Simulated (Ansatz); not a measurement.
## Phases of LaBi at 29 GPa

Structure types of LaBi are relaxed in primitive cells with their symmetry kept at 29 GPa, on PAW files; LAPW relaxes the small cells further and takes the PAW cell for the others (marked *). The enthalpy is E + pV at zero temperature, without zero-point motion. Only the types listed were tried, and differences under about 5 meV/atom are mesh noise. The real phase may be another.

Level of theory: DFT with PBEsol, scalar-relativistic, in Ansatz 0.2.0; Fermi–Dirac smearing of 0.08 eV, no spin polarisation. LAPW: all electrons, basis error target 0.5 meV/atom; PAW: frozen-core files, cutoff 420 eV.

k meshes: rocksalt 12×12×12, CsCl 11×11×11, zincblende 12×12×12, anti NiAs 9×9×5, NiAs 9×9×5.

Spin–orbit coupling is left out, which matters for the heavy atoms. The PAW files were made under PBE.

Task: Which type is lowest in enthalpy, and by how much?

Result: CsCl, 142 meV/atom below distorted NiAs. The whole table:

```json
{"start type": "rocksalt", "ends as": "rocksalt, Fm-3m", "a, b, c (Å)": "5.943, 5.943, 5.943", "V (Å³/atom)": "26.23", "H − H(lowest), LAPW (meV/atom)": "340.7", "same, PAW": "340.5"}
{"start type": "CsCl", "ends as": "CsCl, Pm-3m", "a, b, c (Å)": "3.615, 3.615, 3.615", "V (Å³/atom)": "23.62", "H − H(lowest), LAPW (meV/atom)": "0.0", "same, PAW": "0.0"}
{"start type": "zincblende", "ends as": "zincblende, F-43m", "a, b, c (Å)": "6.388, 6.388, 6.388", "V (Å³/atom)": "32.58", "H − H(lowest), LAPW (meV/atom)": "2521.4", "same, PAW": "2522.0"}
{"start type": "anti NiAs*", "ends as": "distorted anti NiAs, P6_3/mmc", "a, b, c (Å)": "3.850, 3.850, 7.955", "V (Å³/atom)": "25.53", "H − H(lowest), LAPW (meV/atom)": "405.9", "same, PAW": "405.8"}
{"start type": "NiAs*", "ends as": "distorted NiAs, P6_3/mmc", "a, b, c (Å)": "3.208, 3.208, 10.262", "V (Å³/atom)": "22.87", "H − H(lowest), LAPW (meV/atom)": "141.9", "same, PAW": "141.5"}
```

Task: Split the lead of CsCl over distorted NiAs into energy and pV.

Result: For distorted NiAs less CsCl: ΔE = +277.8 meV/atom, and p·ΔV = 29 GPa × -0.7507 Å³ × 6.242 meV/(GPa·Å³) = -135.9 meV/atom, together 141.9 meV/atom. CsCl wins by its internal energy, though it is the less dense.

Task: Would distorted NiAs gain on CsCl at higher pressure?

Result: Yes: dH/dp = V, and its volume is smaller by 0.75 Å³/atom. Held constant, that would close the gap after about 30 GPa more, a rough figure, since the volume difference changes with pressure.
